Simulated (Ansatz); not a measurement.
MgCo2P2O8F2 — electrostatic potentials at the P nuclei

Cell: a computed structure from the Materials Project (it need not be an observed phase), taken as it stands.

```cif
data_structure
_symmetry_space_group_name_H-M 'P 1'
_symmetry_Int_Tables_number 1
_cell_length_a 5.2535
_cell_length_b 5.3579
_cell_length_c 7.3927
_cell_angle_alpha 108.642
_cell_angle_beta 107.608
_cell_angle_gamma 97.036
_cell_volume 182.31
loop_
_atom_site_label
_atom_site_type_symbol
_atom_site_fract_x
_atom_site_fract_y
_atom_site_fract_z
_atom_site_occupancy
Mg1 Mg 0.01715 0.67275 0.28421 1
Co2 Co 0.99364 0.00245 0.98522 1
Co3 Co 0.51964 0.49607 0.51363 1
P4 P 0.41352 0.09614 0.74378 1
P5 P 0.58413 0.91056 0.25595 1
O6 O 0.26732 0.81425 0.15253 1
O7 O 0.75081 0.85126 0.11064 1
O8 O 0.66391 0.22110 0.37977 1
O9 O 0.69752 0.74279 0.38759 1
O10 O 0.24959 0.11442 0.88847 1
O11 O 0.32554 0.79832 0.57912 1
O12 O 0.33225 0.28185 0.62599 1
O13 O 0.72066 0.18399 0.87978 1
F14 F 0.14788 0.34518 0.25189 1
F15 F 0.84144 0.65638 0.75608 1
```

Sites (sets of like atoms) are named by element and the number of their first atom in this list.

Level of theory: DFT, PBE, plane waves and PAW, scalar-relativistic, collinear spin, 420 eV cutoff, Γ-centred 5×5×4 k-points, Fermi–Dirac smearing 0.02 eV (Ansatz 0.2.0). Start moments as typed (μB): 4 on each Co, none on the rest. The program fits them to the shells of the files, so those used differ somewhat.

The potential at a nucleus is that of all electrons and the other nuclei. A higher potential binds the core electrons more strongly, so differences between sites of one element are the initial-state part of core-level shifts.

Task: Rank the P sites by the potential at the nucleus, lowest first, and give each against the lowest.
A. atom 5: 4 O at 1.55–1.57 Å
B. atom 4: 4 O at 1.54–1.57 Å

Result: B (0.00 V), A (0.18 V).

The largest force is 0.3 eV/Å, so the atoms aren't at the calculated equilibrium and relaxing them would move these values. The moments were started parallel, and the run ended with some of them reversed. The program didn't check the stability of this electronic state in full, so a lower one may lie near. The magnetic order is the one that the run reached from its start moments, not necessarily the measured one.
